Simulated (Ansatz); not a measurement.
Starting cell, BaTiO3 (cubic perovskite):

```xyz
5
Lattice="3.9940 0.0000 0.0000 0.0000 3.9940 0.0000 0.0000 0.0000 3.9940" Properties=species:S:1:pos:R:3 pbc="T T T"
Ba     0.0000     0.0000     0.0000
Ti     1.9970     1.9970     1.9970
O      0.0000     1.9970     1.9970
O      1.9970     1.9970     0.0000
O      1.9970     0.0000     1.9970
```

In each cell atom 5 (O, nearest neighbour Ti at 1.997 Å; its periodic images, 4.0 Å or more away, move with it) moves by s·(0.000, -1.000, 0.000) (towards the nearest neighbour), the rest being held.

Method: r2SCAN (plane waves to 500 eV, PAW, scalar-relativistic; Ansatz, a quantum-chemistry and plane-wave program). k mesh 7×7×7 (Γ-centred), Fermi-Dirac smearing 0.05 eV. E stands for the smeared free energy. BaTiO3 is run without spin polarisation. BaTiO3 was relaxed with its symmetry unable to fall. This is a high-temperature form of BaTiO3. ΔE is measured from the undisplaced structure.

Successive frames, forces in eV/Å:

```tsv
frame	ΔE (meV/cell)	F on Ba1	F on Ti2	F on O3	F on O4	F on O5
s = 0.040 Å	4.0	(0.000, -0.056, 0.000)	(0.000, 0.233, 0.000)	(0.000, -0.191, 0.000)	(0.000, -0.191, 0.000)	(0.000, 0.204, 0.000)
s = 0.000 Å	0.0	(0.000, 0.000, 0.000)	(0.000, 0.000, 0.000)	(0.000, 0.000, 0.000)	(0.000, 0.000, 0.000)	(0.000, 0.000, 0.000)
s = -0.040 Å	4.0	(0.000, 0.056, 0.000)	(0.000, -0.233, 0.000)	(0.000, 0.191, 0.000)	(0.000, 0.191, 0.000)	(0.000, -0.204, 0.000)
```

What are the energy and the forces in the next frame, s = -0.080 Å?

ΔE (meV/cell) = 16.8.

```
atom     Fx      Fy     Fz
----  -----  ------  -----
Ba1   0.000   0.110  0.000
Ti2   0.000  -0.425  0.000
O3    0.000   0.379  0.000
O4    0.000   0.379  0.000
O5    0.000  -0.443  0.000
```

(A displaced cell: forces are minus the slopes of the energy, force constants its curvatures, and phonons follow from these.)
